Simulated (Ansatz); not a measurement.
NbNiTe5 in space group Cmcm (No. 63; Pearson symbol oS28), r²SCAN (plane waves, PAW; program Ansatz), all energies at zero smearing, with the estimated change up to a 700 eV cutoff added, with one set of potentials and settings (totals compare only within such a set). Cell of 14 atoms (2 Nb, 2 Ni, 10 Te): -90771.255 eV.

```csv
element,reference phase,E (eV/atom)
Nb,"Im-3m, 1 atoms in the cell",-4563.6321
Ni,"Fm-3m, 1 atoms in the cell, spin-polarised",-5845.2912
Te,"P3_121, 3 atoms in the cell",-6994.8235
```

Formation energy per atom, worked out: (-90771.255 − 2×(-4563.6321) − 2×(-5845.2912) − 10×(-6994.8235))/14 = -0.370 eV/atom (-36 kJ per mol of atoms), at 0 K, without zero-point energy or fitted corrections.

The workflow started from a Materials Project entry (that database holds measured and hypothetical structures alike); the Crystallography Open Database copy checked does not list it. Its standing as an ambient phase is unchecked. Symmetry was held in the r²SCAN relaxation; its stability against distortions is not shown here. No spin polarisation was allowed. A crystal of weakly bound layers computed without a dispersion correction: the cell and the soft elastic constants depend strongly on that. The references are the lowest solids computed at this level, not always the standard phases. Scalar-relativistic: spin–orbit coupling is off unless named, which matters more the heavier the elements.

Potentials: the later of the program's two PAW sets.
